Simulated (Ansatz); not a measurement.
Al2BP3, ordered on the zincblende lattice (P3m1) with 6 atoms a cell, relaxed with r2SCAN. Space group P3m1 (No. 156), trigonal; conventional cell a = 3.657 Å, c = 9.136 Å, 17.63 Å³ an atom. B has 4 P at 1.97–2.20 Å; Al has 4 P at 2.30–2.37 Å; Al has 4 P at 2.30–2.35 Å; P has 3 B at 2.20 Å and 1 Al at 2.37 Å; P has 4 Al at 2.30–2.35 Å; P has 1 B at 1.97 Å and 3 Al at 2.30 Å.

The questions ask for values computed with Ansatz on this geometry. These are computed values for a spin-unpolarised cell that may be hypothetical; none is a measurement.

Given (12×12×4 mesh): PBE gives an indirect gap of 1.07 eV, from Γ to M; the least direct gap is 1.27 eV at Γ.

Q: How does the gap change from PBE to r2SCAN (12×12×4)?

A: The r2SCAN gap is indirect, 1.36 eV (Γ to M), below the direct gap of 1.54 eV at Γ. The gap differs by +0.29 eV from PBE's.

Q: Estimate the gap with HSE06 on 6×6×2.

A: With HSE06 the valence top lies at Γ and the conduction bottom at M, 1.74 eV higher; the smallest vertical gap, at Γ, is 2.07 eV. The gap differs by +0.67 eV from PBE's.

Q: Estimate the gap with PBE0 on 6×6×2.

A: The PBE0 gap is indirect, 2.42 eV (Γ to M), below the direct gap of 2.76 eV at Γ. The gap differs by +1.35 eV from PBE's.

Q: Roughly how does the cost of the PBE0 run (6×6×2) compare with r2SCAN's (12×12×4)?

A: About 8 times as much (4 core-minutes against 30 core-seconds, on 4 threads of AMD EPYC 7R43 64-Core Processor (Zen 3), with other jobs on the host).

Q: How strongly does the crystal screen a field with clamped ions (r2SCAN)?

A: The clamped-ion dielectric constant comes out as 8.43 along x and y, 8.14 along z. Born charges, averaged over directions: B +0.98, Al +2.10 to +2.21, P -2.24 to -1.15 e.

Q: What do these levels agree on?

A: r2SCAN covers 43 % of the step from PBE to HSE06, while HSE06 needs about 9 times r2SCAN's rough cost (on a coarser mesh). Among these functionals the gap stays indirect.
